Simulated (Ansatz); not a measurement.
Ti₂SnC: do energies and stresses tell the same story?

These are results of DFT PBEsol, scalar-relativistic, plane waves, PAW in Ansatz, not measurements.

Settings: cutoff 420 eV, Γ-centred mesh 12×12×4 on the computed 8-atom cell, Gaussian smearing of 0.10 eV; no spin polarisation.

Relaxed cell: P6_3/mmc, a = 3.140 Å, b = 3.140 Å, c = 13.629 Å, α = 90.00°, β = 90.00°, γ = 120.00°, 8 atoms in the primitive cell. Whether it is the stable form of this composition wasn't checked.

Energies at zero smearing and pressures from the stress tensor, at volumes with shape and atoms relaxed:
```csv
V (Å³/atom),E − E(first) (meV/atom),P (GPa)
13.670,0.00,10.56
14.106,-20.69,4.83
14.543,-27.00,-0.02
14.979,-21.19,-4.09
15.415,-5.23,-7.49
```

Problem. Check P = −dE/dV between neighbouring volumes, and get the bulk modulus from the pressures alone.

Solution. With 1 eV/Å³ = 160.2 GPa:
```json
{"middle V (Å³/atom)": "13.888", "−ΔE/ΔV (GPa)": "7.597", "mean P (GPa)": "7.693"}
{"middle V (Å³/atom)": "14.324", "−ΔE/ΔV (GPa)": "2.317", "mean P (GPa)": "2.408"}
{"middle V (Å³/atom)": "14.761", "−ΔE/ΔV (GPa)": "-2.131", "mean P (GPa)": "-2.053"}
{"middle V (Å³/atom)": "15.197", "−ΔE/ΔV (GPa)": "-5.862", "mean P (GPa)": "-5.789"}
```

The two differ by 0.10 GPa at most. The mean of two end pressures misses the average over a step by about ΔV² P″/12, up to 0.08 GPa here; with that taken off 0.02 GPa remains. Around V = 14.543 Å³/atom, the two neighbours give B = −V ΔP/ΔV = 14.543 × 8.92 / 0.873 = 148.7 GPa, against B0 = 147.9 GPa from the Birch–Murnaghan fit of the energies.